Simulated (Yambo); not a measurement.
Yambo run on a free-standing Li$_{2}$WS$_{4}$ monolayer (symmetry P-42m, slab cell 15.5 Å high). The wavefunctions come from this Quantum ESPRESSO step (PBEsol, PseudoDojo standard norm-conserving files, scalar-relativistic):

```
&CONTROL
  calculation = 'nscf'
  pseudo_dir = './pseudo'
  outdir = './out'
/
&SYSTEM
  ibrav = 0
  nat = 7
  ntyp = 3
  ecutwfc = 74.0
  ecutrho = 296.0
  occupations = 'fixed'
  force_symmorphic = .true.
  nbnd = 154
  assume_isolated = '2D'
/
&ELECTRONS
  conv_thr = 7.000000000000001e-09
  diago_full_acc = .true.
  diago_thr_init = 1e-08
/
ATOMIC_SPECIES
Li 6.9400 Li.upf
S 32.0600 S.upf
W 183.8400 W.upf
CELL_PARAMETERS angstrom
  5.974837413000   0.000000000000   0.000000000000
  0.000000000000   5.974837413000   0.000000000000
  0.000000000000   0.000000000000  15.500000000000
ATOMIC_POSITIONS crystal
Li   0.000000000000   0.500000000000   0.000000000000
Li   0.500000000000   0.000000000000   0.000000000000
S   0.785161867000   0.785161867000   0.079676170900
S   0.785161867000   0.214838133000  -0.079676170900
S   0.214838133000   0.214838133000   0.079676170900
S   0.214838133000   0.785161867000  -0.079676170900
W   0.000000000000   0.000000000000   0.000000000000
K_POINTS automatic
2 2 1 0 0 0
```

Yambo input:

```
rim_cut
gw0
dyson
el_el_corr
HF_and_locXC
ppa
em1d
rim_w
RandQpts= 1000000
RandGvec= 2 Ry
CUTGeo= "slab z"
EXXRLvcs= 74 Ry
VXCRLvcs= 296 Ry
Chimod= "HARTREE"
% BndsRnXp
 4 | 153 |
%
NGsBlkXp= 5 Ry
% LongDrXp
 1.0 | 1.0 | 0.0 |
%
RandGvecW= 294 mRy
PPAPntXp= 27.2114 eV
% GbndRnge
 1 | 153 |
%
GTermKind= "BG"
DysSolver= "n"
ExtendOut
% QPkrange
 1 | 1 | 22 | 23 |
 2 | 2 | 22 | 23 |
 3 | 3 | 22 | 23 |
%
```

k points by index: 1 = Γ, 2 = X, 3 = M.

Table of the .qp output:

```
#    K-point    Band    Eo [eV]    E [eV]    E-Eo [eV]    Vxc [eV]    Vnlxc [eV]    Sc|Eo [eV]    Sc|E [eV]    dSc/dw|Eo [eV]    Re(Z)    Im(Z)
#
    1    22    -0.413895    -1.616450    -1.202555    -12.00913    -14.77789    1.269358    1.566204    -6.716279    0.802038    -0.001710
    1    23    2.307617    4.380050    2.072433    -14.30343    -9.505712    -2.257849    -2.725288    -6.137074    0.815967    -0.001761
    2    22    0.000000    -1.154867    -1.154867    -12.46928    -15.10334    1.193785    1.479192    -6.724130    0.801852    -0.001710
    2    23    2.459830    4.502234    2.042404    -14.09429    -9.379393    -2.212109    -2.672494    -6.133322    0.816059    -0.001739
    3    22    -0.159736    -1.336875    -1.177139    -12.24892    -14.94100    1.224571    1.514946    -6.711735    0.802145    -0.001716
    3    23    2.948500    5.063677    2.115177    -14.82270    -10.00940    -2.199337    -2.698128    -6.416337    0.809191    -0.001855
```
(The two width columns are left out.) Convergence of these settings isn't established.

Spin-orbit coupling is not included.

Geometry relaxed with PBEsol.

This is a model layer cut from the bulk structure; whether it is stable on its own was not checked.
